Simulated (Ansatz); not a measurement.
YIn2Ni:
```xyz
8
Lattice="2.1562 -5.2338 0.0000 2.1562 5.2338 0.0000 0.0000 0.0000 7.2991" Properties=species:S:1:pos:R:3 pbc="T T T"
Ni     2.1562     3.0092     5.4744
Ni     2.1562    -3.0092     1.8248
Y      2.1562    -4.5272     5.4744
Y      2.1562     4.5272     1.8248
In     2.1562    -1.5139     4.0123
In     2.1562     1.5139     0.3628
In     2.1562     1.5139     3.2868
In     2.1562    -1.5139     6.9364
```

Relaxed with r²SCAN. Special points in fractions of this cell's reciprocal vectors: Γ (0.000, 0.000, 0.000); Y (-0.500, 0.500, 0.000); C0 (-0.292, 0.708, 0.000); Σ0 (0.292, 0.292, 0.000); Z (0.000, 0.000, 0.500); A0 (0.292, 0.292, 0.500); E0 (-0.292, 0.708, 0.500); T (-0.500, 0.500, 0.500); S (0.000, 0.500, 0.000); R (0.000, 0.500, 0.500).

Q: List the band energies nearest the Fermi level at these points for r²SCAN (plane waves, PAW; program Ansatz).

A: In eV from the Fermi level; about four levels below and three above (degenerate sets whole), none deeper than 8.9 eV; points with the same levels are listed once.

```json
[
 {"k": "Γ", "below": "-1.41 -1.07 -0.76 -0.34", "above": "0.39 0.70 0.82"},
 {"k": "Y", "below": "-1.54 -1.51 -1.11 -0.72", "above": "0.60 0.70 1.40"},
 {"k": "C0", "below": "-1.35 -1.34 -0.82 -0.80", "above": "0.07 1.28 1.33"},
 {"k": "Z", "below": "-0.60 -0.60 -0.36 -0.36", "above": "1.14 1.14 1.96 1.96"},
 {"k": "A0", "below": "-1.48 -1.48 -1.07 -1.07", "above": "0.03 0.03 1.16 1.16"},
 {"k": "T", "below": "-0.76 -0.76 0.00 0.00", "above": "0.33 0.33 1.46 1.46"},
 {"k": "S", "below": "-1.29 -1.17 -0.95 -0.08", "above": "0.76 1.40 1.77"},
 {"k": "R", "below": "-1.22 -1.22 -0.65 -0.65", "above": "1.09 1.09 2.06 2.06"}
]
```

Space group Cmcm. The workflow started from an entry of the Crystallography Open Database (COD). Whether it is the stable phase at ambient conditions was not checked. The r²SCAN relaxation kept the symmetry of its start; whether a distortion lowers the energy is not shown. The workflow began spin-polarised and lost its moments. Spin–orbit coupling is left out wherever it is not named.

Potentials: the later of the program's two PAW sets.
